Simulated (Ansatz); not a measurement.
Data:

GaPt:
```xyz
8
Lattice="4.9195 0.0000 0.0000 0.0000 4.9195 0.0000 0.0000 0.0000 4.9195" Properties=species:S:1:pos:R:3 pbc="T T T"
Ga     0.4566     0.4566     0.4566
Ga     2.0032     4.4629     2.9164
Ga     2.9164     2.0032     4.4629
Ga     4.4629     2.9164     2.0032
Pt     1.9625     1.9625     1.9625
Pt     0.4973     2.9571     4.4222
Pt     4.4222     0.4973     2.9571
Pt     2.9571     4.4222     0.4973
```

This is the r²SCAN-relaxed structure.

All from the program Ansatz at the r²SCAN level (PAW), unless another level is named. Give the density of states at the Fermi level.

0.19 states/eV per atom (mean over ±0.08 eV).

Predict the formation energy from the elements (no fitted shifts).

-0.68 eV/atom.

Space group P2_13. The workflow started from a Materials Project entry (that database holds measured and hypothetical structures alike); the Crystallography Open Database copy checked does not list it. With Ga and Pt taken as one species the cell has the higher symmetry Pa-3, so it may be an ordered model of a mixed-site phase. Its standing as an ambient phase is unchecked. Symmetry was held in the r²SCAN relaxation; its stability against distortions is not shown here. No spin polarisation was allowed. The references are the lowest solids computed at this level, not always the standard phases. Scalar-relativistic: spin–orbit coupling is off unless named, which matters more the heavier the elements.

Potentials: the later of the program's two PAW sets.
